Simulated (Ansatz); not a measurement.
ScNiN₂:
```cif
data_N2NiSc
_chemical_formula_sum 'Sc1 Ni1 N2'
_space_group_name_H-M_alt 'P 1'
_space_group_IT_number 1
_cell_length_a 5.94618
_cell_length_b 5.94618
_cell_length_c 5.94618
_cell_angle_alpha 32.150
_cell_angle_beta 32.150
_cell_angle_gamma 32.150
loop_
_space_group_symop_operation_xyz
  'x, y, z'
loop_
_atom_site_label
_atom_site_type_symbol
_atom_site_fract_x
_atom_site_fract_y
_atom_site_fract_z
_atom_site_occupancy
Sc1 Sc 0.50000 0.50000 0.50000 1
Ni1 Ni 0.00000 0.00000 0.00000 1
N1 N 0.89802 0.89802 0.89802 1
N2 N 0.10198 0.10198 0.10198 1
```
The run is spin-polarised; directions of the spins, atom by atom: 0 ↑ ↑ ↑.

Relaxed with r²SCAN.

Q: Tabulate the valence density and the electron localisation function along the shortest Ni–N contact (1.72 Å), DFT-r²SCAN in the program Ansatz with PAW potentials.

A: 

```
distance from Ni (Å)  density (e/Å³)   ELF
--------------------  --------------  ----
0.17                           44.83  0.67
0.26                           31.35  0.60
0.34                           19.64  0.52
0.43                           11.45  0.42
0.52                            6.45  0.34
0.60                            3.65  0.27
0.69                            2.19  0.23
0.78                            1.50  0.25
0.86                            1.26  0.36
0.95                            1.31  0.55
1.03                            1.55  0.72
1.12                            1.93  0.81
1.21                            2.44  0.80
1.29                            2.99  0.72
1.38                            3.45  0.56
1.47                            3.69  0.34
1.55                            3.67  0.15
```

The density is the valence pseudo-density with augmentation charge, so density and ELF within about 1 Å of a nucleus are not all-electron values.

Space group R-3m. The start of the workflow was typed in or built on a structure type; neither database checked (COD, Materials Project) lists it. Its standing as an ambient phase is unchecked. The r²SCAN relaxation kept the symmetry of its start; its stability against distortions is not shown here. The final state is ferromagnetic, chosen from 2 collinear starts compared on coarse meshes (ties went to the first, and starts can fall back to one state), not a proven ground state. Other orbital occupations within this spin state were not tried. No Hubbard U is applied.

Potentials: the later of the program's two PAW sets.
